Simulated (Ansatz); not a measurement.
A relaxed cell of KYb3P is given with its symmetry left out. The cell was found from a structure generator's guess, not taken from experiment.

Theory: DFT PBE, scalar-relativistic, plane waves, PAW (Ansatz 0.2.0). Cutoff 420 eV, Γ-centred mesh, Gaussian smearing, no spin polarisation.

```yaml
crystal:
  lattice:
    - [5.67963, 0.00000, 0.00000]
    - [0.00000, 5.67963, 0.00000]
    - [0.00000, 0.00000, 5.67963]
  atoms:
    - { symbol: K, position: [0.00000, 0.00000, 0.00000] }
    - { symbol: Yb, position: [0.00000, 0.50000, 0.50000] }
    - { symbol: Yb, position: [0.50000, 0.00000, 0.50000] }
    - { symbol: Yb, position: [0.50000, 0.50000, 0.00000] }
    - { symbol: P, position: [0.50000, 0.50000, 0.50000] }
```

Formation energies are uncorrected and refer to the elements' standard structures at the same level. The references include black phosphorus.

(1) Find its symmetry and describe it.

(2) What is its formation energy per atom?

(3) Is it a metal?

Answers

(1) Pm-3m (No. 221), the antiperovskite type. Conventional cell: a = 5.680 Å. Around K lie 12 Yb at 4.02 Å; Yb is surrounded by 2 P at 2.84 Å, 4 K at 4.02 Å and 8 Yb at 4.02 Å; P has 6 Yb at 2.84 Å.

(2) −0.30 eV/atom. A negative formation energy is needed for stability but isn't enough: competing phases decide.

(3) Yes, bands cross the Fermi level on the 8×8×8 mesh.

The last run used an 8×8×8 mesh for its 5-atom cell and Gaussian smearing of 0.10 eV. The cell is a metal run without spin; a magnetic state may lie lower. The reference form of P is held partly by dispersion forces, which this level lacks. The 4f shell of Yb is treated without a Hubbard U. A structure relaxed within its symmetry needn't be a true minimum.
